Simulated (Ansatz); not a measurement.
A geometry of MgRh away from equilibrium: step 13 of the relaxation of a generated cell, MgRh built in the AFLOW prototype AB_hP4_186_b_b (B4, as in ZnS). These are PBEsol (plane waves to 420 eV, PAW, scalar-relativistic; Ansatz, a first-principles code) values and carry that method's errors. Γ-centred k-mesh 11×11×6 on the run's cell (coarser than for final values), Fermi–Dirac smearing 0.05 eV.

```xyz
4
Lattice="4.2043 0.0000 0.0000 -2.1022 3.6410 0.0000 0.0000 0.0000 5.0229" Properties=species:S:1:pos:R:3 pbc="T T T"
Mg     2.1022     1.2137     0.3144
Mg     0.0000     2.4274     2.8259
Rh     2.1022     1.2137     2.8259
Rh     0.0000     2.4274     0.3144
```

Question: Which atoms carry the largest force, and which way does it point?

Answer: No atom: all forces are below 0.005 eV/Å; only the cell is out of equilibrium.

Question: What is the pressure?

Answer: +4.6 GPa, compression positive.

No spin polarisation in the result.

The run could not lose the symmetry of its start: the end is stationary, and may be a saddle point rather than a minimum.

The end of the path is a generated cell of MgRh: the first start was made by placing the elements on the sites of a structure type, and the end was not matched to a known phase here, so it may be hypothetical.
